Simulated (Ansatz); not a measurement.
The start is a relaxed Bi2Te3 cell, doubled along one cell vector, shaken by Gaussian noise of σ = 0.08 Å a coordinate. The structure is fully relaxed (lattice and positions, P = 0) with r2SCAN (plane waves to 500 eV, PAW, scalar-relativistic; Ansatz, a quantum-chemistry and plane-wave program). First-step values are on the input's coarse k-mesh.

Ansatz input (later rounds restart from its end on a renewed k-mesh):
Ansatz 0.2 input:
```yaml
crystal:
  lattice:
    - [2.2099955373, 1.2759415184, 10.771609621]
    - [-4.4199910747, 2.5518830368, 21.543219242]
    - [0, -2.5518830368, 10.771609621]
  atoms:
    - { symbol: Bi, position: [0.3791251638, 0.2052077792, 0.3844265555] }
    - { symbol: Bi, position: [0.3892120323, 0.6877864357, 0.4168008788] }
    - { symbol: Bi, position: [0.6166943562, 0.2935331314, 0.6117887092] }
    - { symbol: Bi, position: [0.617796618, 0.7924375986, 0.6089934618] }
    - { symbol: Te, position: [-0.0366818499, 0.0106040194, 0.0162108499] }
    - { symbol: Te, position: [-0.0054234418, 0.4929933037, 0.0137628767] }
    - { symbol: Te, position: [0.1942153452, 0.1138136626, 0.2297193806] }
    - { symbol: Te, position: [0.2359117604, 0.5888300768, 0.2475284239] }
    - { symbol: Te, position: [0.7623688997, 0.4069042206, 0.7641374479] }
    - { symbol: Te, position: [0.7712863549, 0.8935286668, 0.7970365545] }
basis: { ecutwfc: 500, ecutrho_ratio: 4, xc_grid: 2, fft_grid_basis: typed }
kpoints: { mp_grid: { grid: [6, 3, 6] } }
hamiltonian:
  xc: r2scan
  dispersion: none
  pseudopotentials: { azcp: { folder: ./paw }, kind: paw }
scf: { occupations: { method: fermi_dirac, width: 0.05 } }
relax: { f_tol: 0.01, max_steps: 100, cell: { stress_tol: 0.02 } }
output: { forces: true, stress: true }
```

Task: Which atoms feel the largest initial force, and how large is it?

Result: 1.14 eV/Å, on Bi2 (atoms numbered as listed).

Task: By how much does the energy per atom fall from start to end?

Result: 0.04 eV/atom.

Task: Give the final cell and atomic positions.

Result: 
Space group R-3m, hexagonal axes (No. 166); a = b = 4.4201 Å, c = 32.3340 Å, α = β = 90.00°, γ = 120.00°

```
atom  site  symmetry       x       y       z
----  ----  --------  ------  ------  ------
Bi      6c        3m  0.0000  0.0000  0.3968
Te      3a       -3m  0.0000  0.0000  0.0000
Te      6c        3m  0.0000  0.0000  0.2171
```
(The calculation used a cell of 5 atoms; values per cell refer to that cell.)

Final values are on a 9×9×9 k-mesh of the relaxed cell. No spin polarisation in the result.
